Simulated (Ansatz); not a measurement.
InSb:
```
InSb
1.0
    4.26070     0.00000     0.00000
   -2.13035     3.68988     0.00000
    0.00000     0.00000     7.45851
In Sb
2 2
Direct
  0.00000   0.00000   0.00000
  0.00000   0.00000   0.50000
  0.33333   0.66667   0.25000
  0.66667   0.33333   0.75000
```

Relaxed with PBE. Special points in fractions of this cell's reciprocal vectors: Γ (0.000, 0.000, 0.000); M (0.500, 0.000, 0.000); K (0.333, 0.333, 0.000); A (0.000, 0.000, 0.500); L (0.500, 0.000, 0.500); H (0.333, 0.333, 0.500).

### Question
List the band energies nearest the Fermi level at these points for plane-wave PAW PBE (Ansatz code).

### Answer
In eV from the Fermi level; about four levels below and three above (degenerate sets whole), none deeper than 8.9 eV; points with the same levels are listed once.

| k | below | above |
|---|---|---|
| Γ | -6.48 -0.92 -0.48 | 0.06 0.06 0.62 0.62 |
| M | -4.04 -3.92 -3.21 -1.79 | 0.36 0.99 1.38 |
| K | -2.54 -2.54 -2.26 -2.26 | 4.05 4.82 5.04 5.04 |
| A | -4.32 -4.32 | 0.36 0.36 0.36 0.36 |
| L | -1.05 -1.05 -0.66 -0.66 | 3.10 3.10 5.11 5.11 |
| H | -3.57 -3.57 -0.20 -0.20 | 0.22 0.22 1.90 1.90 |

Space group P6_3/mmc (NiAs type). The start of the workflow was typed in or built on a structure type; neither database checked (COD, Materials Project) lists it. It is not the phase usual at ambient conditions (space group No. 216). Symmetry was held in the PBE relaxation; its stability against distortions is not shown here. Scalar-relativistic: spin–orbit coupling is off unless named, which matters more the heavier the elements.

Potentials: the later of the program's two PAW sets.
